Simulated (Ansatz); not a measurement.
Two inputs for InAs with Sb replacing In

Cell: a supercell of InAs (zinc blende type, F-43m) built from an entry of the Crystallography Open Database (COD) (the entry's cell lengths or inner coordinates differ somewhat from later room-temperature determinations), with all atoms left at the host's positions.

```cif
data_In26SbAs27
_symmetry_space_group_name_H-M 'F-43m'
_symmetry_Int_Tables_number 216
_cell_length_a 18.1080
_cell_length_b 18.1080
_cell_length_c 18.1080
_cell_angle_alpha 90.000
_cell_angle_beta 90.000
_cell_angle_gamma 90.000
loop_
_atom_site_label
_atom_site_type_symbol
_atom_site_symmetry_multiplicity
_atom_site_Wyckoff_symbol
_atom_site_fract_x
_atom_site_fract_y
_atom_site_fract_z
Sb Sb 4 a 0.0000 0.0000 0.0000
In2 In 48 h 0.1667 0.0000 0.1667
In5 In 16 e 0.3333 0.8333 0.1667
In9 In 16 e 0.6667 0.6667 0.3333
In15 In 24 f 0.5000 0.6667 0.5000
As28 As 16 e 0.0833 0.9167 0.0833
As29 As 24 g 0.2500 0.9167 0.2500
As33 As 48 h 0.5833 0.7500 0.4167
As41 As 16 e 0.4167 0.5833 0.4167
As54 As 4 c 0.7500 0.2500 0.7500
```

One atom of each set is listed; the run and its k-mesh use a cell of 54 atoms with edges of 12.80, 12.80, 12.80 Å.

Reference run. All values are calculated (Ansatz; DFT, PBE, plane waves and PAW, scalar-relativistic, 420 eV cutoff, Γ-centred 2×2×2 k-points, Fermi–Dirac smearing 0.01 eV), not measured.

Question: The input is changed as follows: `magnetization`: not typed → {spin_polarized: true, initial_magnetization: 7}; `scf.max_iter`: not typed → 50. What happens to V_zz (10²¹ V/m²) and η?

Answer: 

```tsv
site	V_zz reference	η reference	V_zz changed	η changed
Sb	0.00	–	0.00	–
In2	2.45	0.07	2.40	0.10
In5	-0.37	0.00	-0.36	0.00
In9	-0.33	0.00	-0.32	0.00
In15	0.17	0.75	0.17	0.75
As28	11.57	0.00	11.05	0.00
As29	2.31	0.13	2.20	0.13
As33	-0.47	0.50	-0.46	0.50
As41	-0.086	0.00	-0.087	0.00
```

The largest change of V_zz is on As28, from 11.57 to 11.05. In per cent, |V_zz| changes by -2 on In, -4 on As (all sites that start above 2). Other sites without a gradient aren't listed. The absolute magnetisation of the cell goes from 0.0 to 0.4 μB. SCF iterations: 16 and 15. New warnings: seeded moment not kept.

On the reference run: The run isn't spin-polarised, and a state with spin may lie lower. The defect repeats with the cell of 54 atoms, so it feels its images: sites between two images don't show the values beside a lone defect, and zeros or small values of η there can come from the images' arrangement. The defect cell has no gap above 0.1 eV on its mesh, so the values can hang on the smearing and the k-mesh. Without spin–orbit coupling (the program notes it for In and Sb) the gradients can shift somewhat, as the gap is small. The neighbours have not yet relaxed around the defect (largest force 0.52 eV/Å), so a real crystal will differ.
